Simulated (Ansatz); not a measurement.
ScAl (Pm-3m): LDA against PBEsol

```yaml
crystal:
  lattice:
    - [3.30834, 0.00000, 0.00000]
    - [0.00000, 3.30834, 0.00000]
    - [0.00000, 0.00000, 3.30834]
  atoms:
    - { symbol: Sc, position: [0.50000, 0.50000, 0.50000] }
    - { symbol: Al, position: [0.00000, 0.00000, 0.00000] }
```

This cell (18.11 Å³ an atom) was relaxed by PAW under LDA, and each functional gets its own cell relaxed so. Quantity: elastic moduli (Hill averages, relaxed ions; θ_D from sound speeds over directions). The structure is a database entry and needn't be the stable phase.

Runs: (1) LDA, all-electron LAPW in Ansatz 0.2.0, scalar-relativistic; k mesh 12×12×12, strains of ±0.003, Fermi-Dirac smearing of 0.080 eV, basis error target 1 meV/atom. (2) PBEsol, all-electron LAPW in Ansatz 0.2.0, scalar-relativistic; k mesh 14×14×14, strains of ±0.005, Fermi-Dirac smearing of 0.100 eV, basis error target 1 meV/atom.

Under LDA: B = 86.5 GPa, G = 45.6 GPa, C11 = 103 GPa, C44 = 100 GPa, ν = 0.276, θ_D = 430 K.

Task: Which way does PBEsol move the volume, and by how much?

Result: a = 3.346 Å, 18.74 Å³ an atom: 3.5 % larger.

Task: What does PBEsol give for these quantities?

Result: 

```tsv
quantity	LDA	PBEsol	change
B	86.5 GPa	80.4 GPa	-7 %
G	45.6 GPa	43.3 GPa	-5 %
C11	103 GPa	96.3 GPa	-7 %
C44	100 GPa	94.4 GPa	-6 %
ν	0.276	0.272	-1 %
θ_D	430 K	421 K	-2 %
```

Caveats: responses of metals move with mesh and smearing; the softest shear constant rests on one k mesh, and a soft shear can herald a distortion on cooling.
